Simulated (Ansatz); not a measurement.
# Al3Si2N3: rattling a relaxed structure

It was reached by relaxing an invented guess, and it needn't be the stable form of this composition.

All numbers below come from Ansatz 0.2.0, DFT PBE, scalar-relativistic, plane waves, PAW. Cutoff 420 eV; k points 12×12×4 on the computed 8-atom cell (Γ-centred); Gaussian smearing, width 0.10 eV; no spin polarisation.

The cell below (8 atoms, space group P3m1 (No. 156)) is relaxed within its symmetry.

```
CELL_PARAMETERS angstrom
3.23656 0.00000 0.00000
-1.61828 2.80294 0.00000
0.00000 0.00000 11.12144
ATOMIC_POSITIONS crystal
Al 0.33333 0.66667 0.51325
Al 0.33333 0.66667 0.96102
Al 0.66667 0.33333 0.73712
Si 0.33333 0.66667 0.18566
Si 0.66667 0.33333 0.29771
N 0.66667 0.33333 0.46323
N 0.66667 0.33333 0.90807
N 0.33333 0.66667 0.68394
```

For the test it was strained at random (σ = 1.5 % a component), the atoms were moved at random (σ = 0.05 Å), and all was relaxed again on a coarse 6×6×2 mesh (in the run’s order of axes) with 0.20 eV smearing, with no symmetry imposed.

Problem. What happens?

Solution. It returns, within 2 meV/atom of the unmoved cell on that mesh and with the same symmetry when read at 0.1 Å (Cm at 0.01 Å, so small strains and shifts remain). So it is stable against the distortions that fit this cell and that this random move excites. Modes that don't fit the cell aren't tested.
